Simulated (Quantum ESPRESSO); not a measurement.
```
KSrWYO6
1.0
    0.00000     4.19349     4.19349
    4.19349     0.00000     4.19349
    4.19349     4.19349     0.00000
K Sr Y W O
1 1 1 1 6
Direct
  0.25000   0.25000   0.25000
  0.75000   0.75000   0.75000
  0.50000   0.50000   0.50000
  0.00000   0.00000   0.00000
  0.76724   0.23276   0.23276
  0.76724   0.23276   0.76724
  0.23276   0.76724   0.76724
  0.23276   0.76724   0.23276
  0.76724   0.76724   0.23276
  0.23276   0.23276   0.76724
```
Geometry: a computed entry of the Materials Project; it was not checked against measured cells. It is KSrYWO6 in F-43m; whether this form has been observed was not checked. Stability against distortions was not tested. Forces on the atoms reach 0.37 eV/Å at this level. The run has no spin polarisation.

A lattice sum over point charges, one formal value an element (K +1, Sr +2, Y +3, W +6, O -2), with no Sternheimer factor, costs far less than a self-consistent run. Taken along the main axis of each site's self-consistent tensor, it gives:

```tsv
site	V along that axis, point charges (a.u.)
O (atoms 5, 6, 7, 8, 9, 10)	-0.134
```

### Question
How do the values of a PBE PAW density (pw.x of a modified build of Quantum ESPRESSO, JTH datasets) with the all-electron reconstruction of Petrilli and co-workers compare?

### Answer
| site | Vzz, PAW (a.u.) | PAW over point charges |
|---|---|---|
| O | -0.180 | 1.3 |
  Cores are frozen. Against all-electron runs on small test molecules, this scheme's |Vzz| missed by −2 to +6 % on O.
